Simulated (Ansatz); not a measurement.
Input and command of a plane-wave DFT calculation in Ansatz:

```yaml
crystal:
  lattice:
    - [1.6342874651, 0.9435563079, 8.3566713346]
    - [-1.6342874651, 0.9435563079, 8.3566713346]
    - [0.0, -1.8871126159, 8.3566713346]
  atoms:
    - { symbol: Mg, position: [0.783153, 0.783153, 0.783153] }
    - { symbol: Sc, position: [0.99540167, 0.99540167, 0.99540167] }
    - { symbol: Al, position: [0.21328433, 0.21328433, 0.21328433] }
    - { symbol: O, position: [0.87899233, 0.87899233, 0.87899233] }
    - { symbol: O, position: [0.138222, 0.138222, 0.138222] }
    - { symbol: O, position: [0.70311933, 0.70311933, 0.70311933] }
    - { symbol: O, position: [0.287524, 0.287524, 0.287524] }
basis:
  ecutwfc: 500
kpoints:
  mp_grid: { grid: [6, 6, 6] }
hamiltonian:
  xc: r2scan
scf:
  occupations: { method: gaussian, width: 0.1 }
output:
  forces: true
  stress: true
  eigenvalues: true
```

```bash
ansatz run input.yaml --threads 2 --pin off --max-ram 5120MiB --backend cpu --events-out ev --progress --plain --runs-dir out
```

Processor: Arm Neoverse V2, 2 threads, on a host shared with other jobs.

**Question.** Estimate time, memory and problem size.

**Answer.** About 7.9 s on 2 threads of Arm Neoverse V2 (shared host), peak memory 0.5 GiB. It solves 31 bands at 32 k points (the mesh reduced by the symmetry that the task leaves, which can be less than the crystal's) with about 1951 plane waves, in 8 SCF iterations.
